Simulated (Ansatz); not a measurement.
HfPt3 in space group P6_3/mmc (No. 194; Hf on 2a, Hf on 2c, Pt on 6g, Pt on 6h) at seven volumes, plane-wave PAW r²SCAN (Ansatz code), shape and atoms relaxed at each. One row is withheld.

```json
[
 {"V (Å³/atom)": "14.641", "P (GPa)": "29.66"},
 {"V (Å³/atom)": "15.124", "P (GPa)": "17.98"},
 {"V (Å³/atom)": "15.607", "P (GPa)": "8.20"},
 {"V (Å³/atom)": "16.089", "P (GPa)": "0.00"},
 {"V (Å³/atom)": "16.572", "P (GPa)": "-6.86"},
 {"V (Å³/atom)": "17.055", "P (GPa)": "-12.59"},
 {"V (Å³/atom)": "17.537", "P (GPa)": "?"}
]
```

Fit the shown pressures and predict the withheld one.

Third-order Birch–Murnaghan: P = (3/2)B₀(x^(7/2) − x^(5/2))[1 + (3/4)(B′ − 4)(x − 1)] with x = (V₀/V)^(2/3). Least squares on the six rows gives V₀ = 16.090 Å³/atom, B₀ = 249.4 GPa, B′ = 4.89. At V = 17.537, x = 0.9442 and P = -17.41 GPa. The run itself gave -17.37 GPa.

The first step of the workflow began from a Materials Project structure, measured or hypothetical; the Crystallography Open Database files this formula in space group No. 194, but the cells were not matched. Its standing as an ambient phase is unchecked. Symmetry was held in the r²SCAN relaxation; its stability against distortions is not shown here. No spin polarisation was allowed. Spin–orbit coupling is left out wherever it is not named.

Potentials: the later of the program's two PAW sets.
